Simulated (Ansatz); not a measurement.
Given:

BN:
```
BN
1.0
    2.55861     0.00000     0.00000
   -1.27930     2.21582     0.00000
    0.00000     0.00000     8.40933
B N
4 4
Direct
  0.00000   0.00000   0.99978
  0.00000   0.00000   0.49978
  0.66667   0.33333   0.75047
  0.33333   0.66667   0.25047
  0.00000   0.00000   0.81315
  0.00000   0.00000   0.31315
  0.66667   0.33333   0.56223
  0.33333   0.66667   0.06223
```

This is the PBE-relaxed structure. Cartesian axes are those of the cell as given.

**Question.** All from PBE in the plane-wave PAW code Ansatz, unless another level is named. Give the Debye temperature from the elastic constants.

**Answer.** 1890 K.

**Question.** Predict the elastic constants (relaxed ions, GPa).

**Answer.** C11 = 913, C12 = 131, C13 = 67.0, C33 = 984, C44 = 340.

**Question.** Give the zero-point energy.

**Answer.** 155.3 meV/atom.

Space group P6_3mc. The cell is a constructed one: a structure type filled with these elements. Its sites differ from those of the usual phase in this space group: another stacking or structure type. The PBE relaxation kept the symmetry of its start; phonons on a q-mesh show no instability.

Potentials: the later of the program's two PAW sets.
